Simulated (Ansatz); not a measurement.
Several occupations of a hcp lattice at one composition, 13 Pt, 1 V, 2 Ti. Sites, in fractions of the cell 2.829 -4.901 0.000; 2.829 4.901 0.000; 0.000 0.000 9.054 Å:

| cell | sites |
| --- | --- |
| all | Pt (0.17 0.33 0.38), Pt (0.17 0.83 0.38), Pt (0.17 0.83 0.88), Pt (0.33 0.17 0.62), Pt (0.67 0.83 0.38), Pt (0.83 0.17 0.12), Pt (0.83 0.17 0.62), Pt (0.83 0.67 0.62) |
| 1 | Pt (0.33 0.17 0.12), Pt (0.33 0.67 0.12), Pt (0.67 0.33 0.38), Pt (0.67 0.83 0.88), Pt (0.83 0.67 0.12), Ti (0.17 0.33 0.88), Ti (0.33 0.67 0.62), V (0.67 0.33 0.88) |
| 2 | Pt (0.17 0.33 0.88), Pt (0.33 0.67 0.62), Pt (0.67 0.33 0.38), Pt (0.67 0.33 0.88), Pt (0.67 0.83 0.88), Ti (0.33 0.17 0.12), Ti (0.83 0.67 0.12), V (0.33 0.67 0.12) |
| 3 | Pt (0.17 0.33 0.88), Pt (0.33 0.17 0.12), Pt (0.33 0.67 0.12), Pt (0.33 0.67 0.62), Pt (0.83 0.67 0.12), Ti (0.67 0.33 0.88), Ti (0.67 0.83 0.88), V (0.67 0.33 0.38) |

Each was relaxed without symmetry on coarser meshes and computed once more. Method: Ansatz 0.2.0, DFT PBE, scalar-relativistic, plane waves, PAW.

Settings: cutoff 420 eV, Γ-centred mesh 7×7×4 on the computed 16-atom cell, Gaussian smearing of 0.10 eV; no spin polarisation.

Warren–Cowley parameters of the first shell of the sublattice with most elements (negative: unlike neighbours preferred):
| cell | Pt-Ti | Pt-V | Ti-V |
| --- | --- | --- | --- |
| 1 | -0.03 | -0.03 | -0.33 |
| 2 | 0.18 | 0.18 | -1.67 |
| 3 | -0.03 | -0.23 | 1.00 |

**Question.** Which occupation is lowest in energy, and by how much?

**Answer.** Cell 1.
```json
{"cell": "1", "E − E(lowest) (meV/atom)": "0.0", "V (Å³/atom)": "15.51"}
{"cell": "3", "E − E(lowest) (meV/atom)": "30.6", "V (Å³/atom)": "15.47"}
{"cell": "2", "E − E(lowest) (meV/atom)": "70.9", "V (Å³/atom)": "15.53"}
```

The final mesh leaves forces up to 0.21 eV/Å and stresses up to 1.4 GPa: the relaxation ran on a coarser mesh, so the cell's shape, its bonds and its energy belong partly to that mesh.

Spin–orbit coupling is left out, which can shift energies with elements as heavy as these. Spin polarisation was left out, and a magnetic state may lie lower.

Cost: 6 runs of about 65 core-minutes in all (earlier runs that led there not counted), on Intel Xeon Processor @ 2.50GHz (Skylake/Cascade Lake) (shared hosts).